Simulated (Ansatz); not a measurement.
YGe3:
```
YGe3
1.0
    1.98678   -10.36859     0.00000
    1.98678    10.36859     0.00000
    0.00000     0.00000     3.88469
Y Ge
2 6
Cartesian
  1.98678   1.70774   2.91352
  1.98678  -1.70774   0.97117
  1.98678  -6.44072   2.91352
  1.98678   6.44072   0.97117
  1.98678  -9.55481   0.97117
  1.98678   9.55481   2.91352
  1.98678   3.95690   0.97117
  1.98678  -3.95690   2.91352
```

Relaxed with PBEsol. Special points in fractions of this cell's reciprocal vectors: Γ (0.000, 0.000, 0.000); Y (-0.500, 0.500, 0.000); C0 (-0.259, 0.741, 0.000); Σ0 (0.259, 0.259, 0.000); Z (0.000, 0.000, 0.500); A0 (0.259, 0.259, 0.500); E0 (-0.259, 0.741, 0.500); T (-0.500, 0.500, 0.500); S (0.000, 0.500, 0.000); R (0.000, 0.500, 0.500).

**Question.** List the band energies nearest the Fermi level at these points for the program Ansatz at the PBEsol with spin–orbit coupling level (PAW).

**Answer.** In eV from the Fermi level; about four levels below and three above (degenerate sets whole), none deeper than 8.9 eV; points with the same levels are listed once.

```json
[
 {"k": "Γ", "below": "-0.83 -0.83 -0.69 -0.69", "above": "0.64 0.64 1.00 1.00"},
 {"k": "Y", "below": "-0.86 -0.86 -0.69 -0.69", "above": "0.20 0.20 1.70 1.70"},
 {"k": "C0", "below": "-0.26 -0.26 -0.08 -0.08", "above": "0.14 0.14 0.53 0.53"},
 {"k": "Z", "below": "-1.10 -1.10 -1.10 -1.10", "above": "0.10 0.10 0.10 0.10"},
 {"k": "A0", "below": "-1.82 -1.82 -1.80 -1.80", "above": "2.24 2.24 2.26 2.26"},
 {"k": "T", "below": "-0.04 -0.04 -0.04 -0.04", "above": "1.04 1.04 1.04 1.04"},
 {"k": "S", "below": "-1.72 -1.72 -0.18 -0.18", "above": "0.09 0.09 0.24 0.24"},
 {"k": "R", "below": "-1.82 -1.82 -1.82 -1.82", "above": "2.31 2.31 2.31 2.31"}
]
```

Space group Cmcm. The first step of the workflow began from a Materials Project structure, measured or hypothetical; the Crystallography Open Database copy checked does not list it. Its standing as an ambient phase is unchecked. The cell was relaxed with PBEsol under the symmetry of its start; its stability against distortions is not shown here. The run is not spin-polarised.

Potentials: the later of the program's two PAW sets.
